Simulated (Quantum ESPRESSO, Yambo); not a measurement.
AgI (zinc blende, space group F-43m, No. 216) under isotropic strain (on all lattice vectors), counted from the cell relaxed with PBEsol, atoms relaxed at each step. PBEsol (Quantum ESPRESSO, PseudoDojo norm-conserving, 82 Ry, without SOC); G0W0 in Yambo (4×4×4 Γ-centred k mesh, bands 5 to 129 and a 8 Ry block in the screening, 129 bands in G with the Bruneval-Gonze terminator, plasmon pole fitted at 27.2 eV).

| strain s (%) | PBEsol direct gap at Γ (eV) | G0W0 direct gap at Γ (eV) |
|---|---|---|
| -3 | 1.193 | 2.329 |
| -1.5 | 1.193 | 2.349 |
| -0.7 | 1.194 | 2.364 |
| 0 | ? | ? |
| +1 | 1.199 | 2.405 |
| +2 | 1.204 | 2.426 |

Question: Fit a parabola in s to each column by least squares and predict the withheld row.

Answer: PBEsol: E = 1.196 + 0.0028 s + 0.0007 s² (largest residual 1 meV), giving 1.196 eV at s = +0; the run gave 1.196 eV, a miss of 0 meV. G0W0: E = 2.379 + 0.0214 s + 0.0015 s² (largest residual 3 meV), giving 2.379 eV at s = +0; the run gave 2.378 eV, a miss of 1 meV. The GW settings are held fixed; their convergence isn't established. Spin-orbit coupling is left out, which matters for elements this heavy: edges can move by tenths of an eV.
